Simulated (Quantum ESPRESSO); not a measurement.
In3HfO5N, convergence and cost over cutoff and k mesh

Simulated, not a measurement. The program is pw.x of Quantum ESPRESSO 7.5 (plane-wave density functional theory). The cell is made up: 10 atoms on a corundum lattice, with randomly drawn elements, strain and displacements, not relaxed. PseudoDojo standard norm-conserving files (v0.5 for PBE, v0.4.1 for LDA and PBEsol) set the functional; there is no spin polarisation, spin-orbit coupling or dispersion term, and the masses in the input are unused placeholders.

The hafnium pseudopotential is less sure than the others, with forces about 3 percent (worst 6) and pressure in oxides about 1.5 GPa (worst 2.7) from a second method in checks, which no rerun with the same files tests.

Input of the run in row 4:

```
&control calculation='scf', pseudo_dir='./dojo.nc.sr.pbe.v0_5.standard.upf', outdir='./o', disk_io='low', tprnfor=.true., tstress=.true. /
&system ibrav=0, nat=10, ntyp=4, nbnd=49, ecutwfc=84.00895049, nosym=.true., tot_charge=0,
 occupations='smearing', smearing='fd', degauss=0.0018374661
/
&electrons conv_thr=7.350e-09, electron_maxstep=60, /
ATOMIC_SPECIES
Hf 1.0 Hf.upf
In 1.0 In.upf
N 1.0 N.upf
O 1.0 O.upf
CELL_PARAMETERS angstrom
2.7983 1.6156 4.9346
-2.7983 1.6156 4.9346
0.0 -3.2311 4.9346
ATOMIC_POSITIONS angstrom
In -0.1321 0.0613 5.2102
In -0.0112 0.0149 2.2786
In 0.0404 -0.0154 9.4959
Hf 0.1467 -0.0097 12.6402
O -1.0674 1.594 8.6688
O -0.8225 -1.8283 8.6347
N 1.9057 -0.0135 8.7728
O 1.0688 -1.6783 6.2072
O 0.7997 1.7588 6.0569
O -1.9691 -0.2128 6.083
K_POINTS automatic
5 5 5 1 1 1
```

The same cell was run at these settings. Meshes are shifted by half a step, and differences are from the last row, which is itself not exact.

```
cutoff (eV)     k mesh  k points solved  threshold (eV)  free energy less the last row's (eV)  pressure (GPa)  largest stress difference (GPa)  largest force difference (eV/Å)  iterations  wall time (s)  k-point pools              processor
        800  2 x 2 x 2                4           1e-04                                 0.919           -8.58                             8.83                            0.050          11             15              4  AMD EPYC, Zen 5 class
       1143  1 x 1 x 1                1           1e-07                                -0.970           -1.00                             3.44                            0.598          15             27              4  AMD EPYC, Zen 5 class
        713  5 x 5 x 5               63           1e-07                                 3.237          -25.74                            25.87                            0.059          14             98              4  AMD EPYC, Zen 5 class
       1143  5 x 5 x 5               63           1e-07                                 0.003            0.00                             0.02                            0.001          14            208              4  AMD EPYC, Zen 5 class
       1437  7 x 7 x 7              172           1e-07                                 0.000            0.02                             0.00                            0.000          15            713              4  AMD EPYC, Zen 5 class
```

Each pool is one process. Wall times include start-up and a band step at six k points, which weighs most on the coarsest meshes. The runs were on shared virtual cores whose load varied, so times are rough.